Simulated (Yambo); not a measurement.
Yambo run on a free-standing MgI2 monolayer (symmetry P-3m1, slab cell 16.3 Å high). The wavefunctions come from this Quantum ESPRESSO step (PBEsol, PseudoDojo standard norm-conserving files, fully relativistic):

```
&CONTROL
  calculation = 'nscf'
  pseudo_dir = './pseudo'
  outdir = './out'
/
&SYSTEM
  ibrav = 0
  nat = 3
  ntyp = 2
  ecutwfc = 84.0
  ecutrho = 336.0
  occupations = 'fixed'
  force_symmorphic = .true.
  nbnd = 234
  noncolin = .true.
  lspinorb = .true.
  assume_isolated = '2D'
/
&ELECTRONS
  conv_thr = 3.0000000000000004e-09
  diago_full_acc = .true.
  diago_thr_init = 1e-08
/
ATOMIC_SPECIES
Mg 24.3050 Mg.upf
I 126.9045 I.upf
CELL_PARAMETERS angstrom
  4.130242494676   0.000000000000   0.000000000000
 -2.065121247338   3.576894924179   0.000000000000
  0.000000000000   0.000000000000  16.300000000000
ATOMIC_POSITIONS crystal
Mg   0.000000000000   0.000000000000  -0.000000000000
I   0.333333333333   0.666666666667   0.102246961000
I   0.666666666667   0.333333333333  -0.102246961000
K_POINTS automatic
6 6 1 0 0 0
```

Yambo input:

```
rim_cut
gw0
dyson
el_el_corr
HF_and_locXC
ppa
em1d
rim_w
RandQpts= 1000000
RandGvec= 2 Ry
CUTGeo= "slab z"
EXXRLvcs= 84 Ry
VXCRLvcs= 336 Ry
Chimod= "HARTREE"
% BndsRnXp
 9 | 232 |
%
NGsBlkXp= 6 Ry
% LongDrXp
 1.0 | 1.0 | 0.0 |
%
RandGvecW= 820 mRy
PPAPntXp= 27.2114 eV
% GbndRnge
 1 | 232 |
%
GTermKind= "BG"
DysSolver= "n"
ExtendOut
% QPkrange
 1 | 1 | 22 | 26 |
 4 | 4 | 24 | 25 |
 7 | 7 | 24 | 25 |
%
```

k points by index: 1 = Γ, 4 = M, 7 = K.

Table of the .qp output:

```
#    K-point    Band    Eo [eV]    E [eV]    E-Eo [eV]    Vxc [eV]    Vnlxc [eV]    Sc|Eo [eV]    Sc|E [eV]    dSc/dw|Eo [eV]    Re(Z)    Im(Z)
#
    1    22    -0.298954    -1.555318    -1.256364    -11.32216    -13.99096    1.109741    1.412435    -6.555147    0.805864    -0.001943
    1    23    0.000000    -1.228484    -1.228484    -11.50858    -14.07993    1.049950    1.342862    -6.487271    0.807487    -0.001912
    1    24    0.000000    -1.228483    -1.228483    -11.50858    -14.07993    1.049950    1.342862    -6.487271    0.807487    -0.001912
    1    25    3.742482    4.782335    1.039854    -8.514158    -4.592006    -2.677185    -2.882298    -5.366536    0.835267    -0.001788
    1    26    3.742482    4.782336    1.039854    -8.514158    -4.592006    -2.677185    -2.882298    -5.366536    0.835267    -0.001788
    4    24    -0.620737    -1.938237    -1.317500    -11.04767    -13.90020    1.213927    1.535029    -6.631042    0.804056    -0.002047
    4    25    3.258094    4.355603    1.097509    -9.050589    -5.119531    -2.600843    -2.833549    -5.768699    0.825081    -0.001840
    7    24    -1.044479    -2.423107    -1.378628    -10.83123    -13.88073    1.328702    1.670874    -6.752557    0.801176    -0.002546
    7    25    4.089148    5.261314    1.172166    -9.491371    -5.351791    -2.710145    -2.967414    -5.971380    0.820041    -0.001913
```
(The two width columns are left out.) Convergence of these settings isn't established.

Geometry relaxed with PBEsol.

This is a model layer cut from the bulk structure; whether it is stable on its own was not checked.
